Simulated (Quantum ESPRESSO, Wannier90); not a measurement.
**Wannier functions of Sr(ZnAs)2 (P-3m1)**

Cell from Materials Project (mp-7770), symmetrised, no further relaxation. Not found in the COD (Crystallography Open Database) copy used; not checked further. Computed values, not measurements, from LDA: Quantum ESPRESSO (norm-conserving PseudoDojo potentials, cutoff 68 Ry, no spin polarisation, no spin-orbit coupling) on a Γ-centred 4×4×4 mesh, then Wannier90. Density: 12×12×4 mesh, cold smearing 0.01 Ry. Spin-orbit coupling, left out, would split the p-like bands by a few tenths of an eV. The gap is small at this level and was sampled on the meshes and a path alone.

On the energy scale of pw.x, whose zero is arbitrary, the valence-band maximum lies at 10.17 eV.

Input w.win:

```
num_bands = 8
num_wann = 8
exclude_bands = 1-22,25-34,41-70
num_iter = 1000
conv_tol = 1.0e-6
conv_window = 4
write_hr = true
write_u_matrices = true
auto_projections = true
begin unit_cell_cart
ang
    4.2158799224    0.0000000000    0.0000000000
   -2.1079399612    3.6510591121    0.0000000000
    0.0000000000    0.0000000000    7.2709900000
end unit_cell_cart
begin atoms_frac
Sr   0.0000000000  0.0000000000  0.0000000000
Zn  -0.3333333333  0.3333333333  0.3713200000
Zn   0.3333333333 -0.3333333333 -0.3713200000
As  -0.3333333333  0.3333333333 -0.2721000000
As   0.3333333333 -0.3333333333  0.2721000000
end atoms_frac
mp_grid = 4 4 4
begin kpoints
0.0000000000 0.0000000000 0.0000000000
0.0000000000 0.0000000000 0.2500000000
0.0000000000 0.0000000000 0.5000000000
... (61 more lines: the 4x4x4 mesh through Gamma)
end kpoints
```

Input of pw2wannier90.x that gives the overlap and projection files (equivalent; here they were cut from one run over all bands):

```
&inputpp
  outdir = './out'
  prefix = 'pwscf'
  seedname = 'w'
  write_amn = .true.
  write_mmn = .true.
  atom_proj = .true.
  atom_proj_exclude = 1 2 3 4 5 6 7 8 9 10 11 12 13 14 15 16 17 18 19 20 21 22 23 24 25 26 27 28 29 30 35 36 37 38 39
/
```

Output w.wout (banner and timings cut):

```
                                    ------
                                    SYSTEM
                                    ------

                              Lattice Vectors (Ang)
                    a_1     4.215880   0.000000   0.000000
                    a_2    -2.107940   3.651059   0.000000
                    a_3     0.000000   0.000000   7.270990

                   Unit Cell Volume:     111.91818  (Ang^3)

                        Reciprocal-Space Vectors (Ang^-1)
                    b_1     1.490362   0.860461  -0.000000
                    b_2     0.000000   1.720921   0.000000
                    b_3     0.000000  -0.000000   0.864144

 *----------------------------------------------------------------------------*
 |   Site       Fractional Coordinate          Cartesian Coordinate (Ang)     |
 +----------------------------------------------------------------------------+
 | sr   1   0.00000   0.00000   0.00000   |    0.00000   0.00000   0.00000    |
 | zn   1  -0.33333   0.33333   0.37132   |   -2.10794   1.21702   2.69986    |
 | zn   2   0.33333  -0.33333  -0.37132   |    2.10794  -1.21702  -2.69986    |
 | as   1  -0.33333   0.33333  -0.27210   |   -2.10794   1.21702  -1.97844    |
 | as   2   0.33333  -0.33333   0.27210   |    2.10794  -1.21702   1.97844    |
 *----------------------------------------------------------------------------*
                                ------------
                                K-POINT GRID
                                ------------

             Grid size =  4 x  4 x  4      Total points =   64

 *---------------------------------- MAIN ------------------------------------*
 |  Number of Wannier Functions               :                 8             |
 |  Number of Objective Wannier Functions     :                 8             |
 |  Number of input Bloch states              :                 8             |
 |  Output verbosity (1=low, 5=high)          :                 1             |
 |  Timing Level (1=low, 5=high)              :                 1             |
 |  Optimisation (0=memory, 3=speed)          :                 3             |
 |  Length Unit                               :               Ang             |
 |  Post-processing setup (write *.nnkp)      :                 F             |
 |  Using Gamma-only branch of algorithms     :                 F             |
 *----------------------------------------------------------------------------*
 *------------------------------- WANNIERISE ---------------------------------*
 |  Total number of iterations                :              1000             |
 |  Number of CG steps before reset           :                 5             |
 |  Trial step length for line search         :             2.000             |
 |  Convergence tolerence                     :         0.100E-05             |
 |  Convergence window                        :                 4             |
 |  Iterations between writing output         :                 1             |
 |  Iterations between backing up to disk     :               100             |
 |  Write r^2_nm to file                      :                 F             |
 |  Write xyz WF centres to file              :                 F             |
 |  Write on-site energies <0n|H|0n> to file  :                 F             |
 |  Use guiding centre to control phases      :                 F             |
 |  Use phases for initial projections        :                 F             |
 *----------------------------------------------------------------------------*
 *-------------------------------- PLOTTING ----------------------------------*
 |  Plotting Hamiltonian in WF basis          :                 T             |
 *----------------------------------------------------------------------------*

 *---------------------------------- K-MESH ----------------------------------*
 +----------------------------------------------------------------------------+
 |                    Distance to Nearest-Neighbour Shells                    |
 |                    ------------------------------------                    |
 |          Shell             Distance (Ang^-1)          Multiplicity         |
 |          -----             -----------------          ------------         |
 |             1                   0.216036                      2            |
 |             2                   0.430230                      6            |
 |             3                   0.432072                      2            |
 |             4                   0.481425                     12            |
 |             5                   0.609741                     12            |
 |             6                   0.648108                      2            |
 |             7                   0.745181                      6            |
 |             8                   0.775865                     12            |
       ... (lines left out)
 +----------------------------------------------------------------------------+
 | The b-vectors are chosen automatically                                     |
 | The following shells are used:                       1,  2                 |
 +----------------------------------------------------------------------------+
 |                        Shell   # Nearest-Neighbours                        |
 |                        -----   --------------------                        |
 |                          1               2                                 |
 |                          2               6                                 |
 +----------------------------------------------------------------------------+
 | Completeness relation is fully satisfied [Eq. (B1), PRB 56, 12847 (1997)]  |
 +----------------------------------------------------------------------------+
 |                  b_k Vectors (Ang^-1) and Weights (Ang^2)                  |
 |                  ----------------------------------------                  |
 |            No.         b_k(x)      b_k(y)      b_k(z)        w_b           |
 |            ---        --------------------------------     --------        |
 |             1         0.000000    0.000000    0.216036    10.713154        |
 |             2         0.000000    0.000000   -0.216036    10.713154        |
 |             3         0.000000    0.430230    0.000000     1.800847        |
 |             4         0.372590    0.215115    0.000000     1.800847        |
 |             5         0.000000   -0.430230    0.000000     1.800847        |
 |             6         0.372590   -0.215115    0.000000     1.800847        |
 |             7        -0.372590   -0.215115    0.000000     1.800847        |
 |             8        -0.372590    0.215115    0.000000     1.800847        |
 +----------------------------------------------------------------------------+
 |                           b_k Directions (Ang^-1)                          |
 |                           -----------------------                          |
 |            No.           x           y           z                         |
 |            ---        --------------------------------                     |
 |             1         0.000000    0.000000    0.216036                     |
 |             2         0.000000    0.430230    0.000000                     |
 |             3         0.372590    0.215115    0.000000                     |
 |             4         0.372590   -0.215115    0.000000                     |
 +----------------------------------------------------------------------------+

 Starting a new Wannier90 calculation ...

 Reading overlaps from w.mmn

 Reading projections from w.amn

 *------------------------------- WANNIERISE ---------------------------------*
 +--------------------------------------------------------------------+<-- CONV
 | Iter  Delta Spread     RMS Gradient      Spread (Ang^2)            |<-- CONV
 +--------------------------------------------------------------------+<-- CONV

 ------------------------------------------------------------------------------
 Initial State
  WF centre and spread    1  ( -2.107940,  1.217020, -2.013411 )     1.82937493
  WF centre and spread    2  ( -2.107940,  1.217020, -2.254683 )     3.98642581
  WF centre and spread    3  ( -2.107940,  1.457759, -2.091076 )     3.55426721
  WF centre and spread    4  ( -2.107940,  0.953860, -2.091076 )     3.55773827
  WF centre and spread    5  (  2.107940, -1.217020,  2.013411 )     1.82937493
  WF centre and spread    6  (  2.107940, -1.217020,  2.254683 )     3.98642581
  WF centre and spread    7  (  2.107940, -1.457759,  2.091076 )     3.55426721
  WF centre and spread    8  (  2.107940, -0.953860,  2.091076 )     3.55773827
  Sum of centres and spreads (  0.000000,  0.000000,  0.000000 )    25.85561245

      0     0.259E+02     0.0000000000       25.8556124474  <-- CONV
        O_D=      0.0647725 O_OD=      5.1103858 O_TOT=     25.8556124 <-- SPRD
 ------------------------------------------------------------------------------
      1    -0.279E+00     0.6415271043       25.5764743316  <-- CONV
        O_D=      0.0574296 O_OD=      4.8385906 O_TOT=     25.5764743 <-- SPRD
      2    -0.119E+00     0.5184707132       25.4576441204  <-- CONV
        O_D=      0.0243222 O_OD=      4.7528678 O_TOT=     25.4576441 <-- SPRD
      3    -0.244E-01     0.2583070420       25.4332476452  <-- CONV
        O_D=      0.0240257 O_OD=      4.7287678 O_TOT=     25.4332476 <-- SPRD
      4    -0.230E-01     0.1975747797       25.4102771901  <-- CONV
        O_D=      0.0242388 O_OD=      4.7055843 O_TOT=     25.4102772 <-- SPRD
      5    -0.350E-01     0.2131180522       25.3752427755  <-- CONV
        O_D=      0.0277416 O_OD=      4.6670471 O_TOT=     25.3752428 <-- SPRD
       ... (lines left out)
    100    -0.128E-04     0.0048620358       23.5651091658  <-- CONV
        O_D=      0.0207096 O_OD=      2.8639455 O_TOT=     23.5651092 <-- SPRD
       ... (lines left out)
    142    -0.936E-06     0.0012740344       23.5649094953  <-- CONV
        O_D=      0.0207375 O_OD=      2.8637179 O_TOT=     23.5649095 <-- SPRD
    143    -0.908E-06     0.0012553719       23.5649085874  <-- CONV
        O_D=      0.0207385 O_OD=      2.8637159 O_TOT=     23.5649086 <-- SPRD
    144    -0.699E-06     0.0011840401       23.5649078883  <-- CONV
        O_D=      0.0207395 O_OD=      2.8637143 O_TOT=     23.5649079 <-- SPRD
             <<<     Delta < 1.000E-06  over  4 iterations     >>>
             <<< Wannierisation convergence criteria satisfied >>>
 Final State
  WF centre and spread    1  ( -2.107945,  1.441469, -1.567822 )     2.89509476
  WF centre and spread    2  ( -2.107946,  1.460260, -2.677364 )     2.62481720
  WF centre and spread    3  ( -2.107928,  1.458833, -2.090049 )     3.52489921
  WF centre and spread    4  ( -2.107940,  0.477127, -2.100316 )     2.73764277
  WF centre and spread    5  (  2.107945, -1.441469,  1.567822 )     2.89509476
  WF centre and spread    6  (  2.107946, -1.460260,  2.677364 )     2.62481720
  WF centre and spread    7  (  2.107928, -1.458833,  2.090049 )     3.52489921
  WF centre and spread    8  (  2.107940, -0.477127,  2.100316 )     2.73764277
  Sum of centres and spreads ( -0.000000,  0.000000,  0.000000 )    23.56490789

         Spreads (Ang^2)       Omega I      =    20.680454131
        ================       Omega D      =     0.020739458
                               Omega OD     =     2.863714299
    Final Spread (Ang^2)       Omega Total  =    23.564907888
```
